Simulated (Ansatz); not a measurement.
A relaxed cell of BiTe is given with its symmetry left out. The cell was found from a structure generator's guess, not taken from experiment.

The calculation used DFT PBE, scalar-relativistic, plane waves, PAW in Ansatz 0.2.0. Cutoff 420 eV, Γ-centred mesh, Gaussian smearing, no spin polarisation.

```xyz
2
Lattice="4.1413 0.0000 0.0000 -2.0706 3.5864 0.0000 0.0000 0.0000 4.4534" Properties=species:S:1:pos:R:3 pbc="T T T"
Bi    0.0000    2.3910    2.2267
Te    0.0000    0.0000    0.0000
```

Energies over the elements count from the elements' standard structures at the same level, with no fitted energy shifts.

Question: Find its symmetry and describe it.

Answer: P-6m2 (No. 187), the tungsten carbide type. Conventional cell: a = 4.141 Å, c = 4.453 Å. Bi is surrounded by 6 Te at 3.27 Å; around Te lie 6 Bi at 3.27 Å.

Question: What is its formation energy per atom?

Answer: 0.00 eV/atom. The formation energy is too near zero to say whether this cell lies below the elements.

Question: Is it a metal?

Answer: Yes, bands cross the Fermi level on the 18×18×12 mesh.

The last run used an 18×18×12 mesh (in the run's order of axes) for its 2-atom cell and Gaussian smearing of 0.10 eV. The k mesh leaves some 4 meV/atom of noise in the energy of each metallic cell. Spin–orbit coupling, which can matter for Bi and Te, is left out. An odd number of electrons in the primitive cell allows no gap without spin; a larger cell or a magnetic state could open one. The cell is a metal run without spin; a magnetic state may lie lower. The reference form of Te is held partly by dispersion forces, which this level lacks. A structure relaxed within its symmetry needn't be a true minimum. Another cell of BiTe relaxed alike, in R-3m (a Materials Project cell), lies 77 meV/atom lower, so this cell isn't the stable form at this level.
